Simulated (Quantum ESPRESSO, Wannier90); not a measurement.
In₂O₃ (corundum): Wannier90 run

```
begin unit_cell_cart
ang
   -2.7581050016    4.7771779954    0.0000000000
   -5.5162100032    0.0000000000    0.0000000000
   -2.7581050016    1.5923926651    4.8636870000
end unit_cell_cart
begin atoms_frac
In  -0.1428800000 -0.1428800000  0.4286400000
In   0.1428800000  0.1428800000 -0.4286400000
In  -0.3571200000 -0.3571200000  0.0713600000
In   0.3571200000  0.3571200000 -0.0713600000
O    0.0464950000  0.4535050000 -0.2500000000
O   -0.0464950000 -0.4535050000  0.2500000000
O   -0.2500000000  0.0464950000 -0.2500000000
O    0.2500000000 -0.0464950000  0.2500000000
O    0.4535050000 -0.2500000000 -0.2500000000
O   -0.4535050000  0.2500000000  0.2500000000
end atoms_frac
```

Cell from Materials Project (mp-22323), symmetrised, no further relaxation. COD (Crystallography Open Database) has the formula in 3 space groups, this one among them (matched by group alone). Computed values, not measurements, from PBEsol: Quantum ESPRESSO (norm-conserving PseudoDojo potentials, cutoff 68 Ry, no spin polarisation, no spin-orbit coupling) on a Γ-centred 4×4×4 mesh, then Wannier90. Density: 8×8×8 mesh, Gaussian smearing 0.01 Ry. Spin-orbit coupling is left out although heavy elements are present.

A tight-binding model is made by disentanglement and projection with no localisation steps (num_iter = 0), so the 40 orbitals stay atom-like: hydrogen-like In: s;p; O: s;p, axes along x, y, z; frozen window up to 2.58 eV relative to the valence-band maximum. It follows pw.x to 0.8 meV rms for states up to 2.1 eV relative to the valence-band maximum. Matrix elements depend on this choice of orbitals and windows. Bands 7–26 (In 4d 95 %) lie between the kept ones and are excluded.

Problem. What are the on-site energies relative to the valence-band maximum, and how fast do the hoppings decay?

Solution. 
```tsv
atom	orbitals	energy (eV)
In1	s	3.84
In1	pz	9.50
In1	px py	10.10
In2	s	3.84
In2	pz	9.50
In2	px py	10.10
In3	s	3.84
In3	pz	9.50
In3	px py	10.11
In4	s	3.84
In4	pz	9.50
In4	px py	10.11
O5	s	-16.06
O5	pz	-0.97
O5	px	-1.01
O5	py	-1.04
O6	s	-16.06
O6	pz	-0.97
O6	px	-1.01
O6	py	-1.04
O7	s	-16.06
O7	pz	-0.97
O7	px	-1.05
O7	py	-1.00
O8	s	-16.06
O8	pz	-0.97
O8	px	-1.05
O8	py	-1.00
O9	s	-16.06
O9	pz	-0.97
O9	px	-1.01
O9	py	-1.04
O10	s	-16.06
O10	pz	-0.97
O10	px	-1.01
O10	py	-1.04
```

| distance of the centres (Å) | largest modulus (eV) |
|---|---|
| 2–3 | 1.9 |
| 3–4 | 1.1 |
| 4–5 | 0.32 |
| 5–6 | 0.053 |
| 6–7 | 0.041 |
| 7–8 | 0.031 |
| 8–9 | 0.0070 |
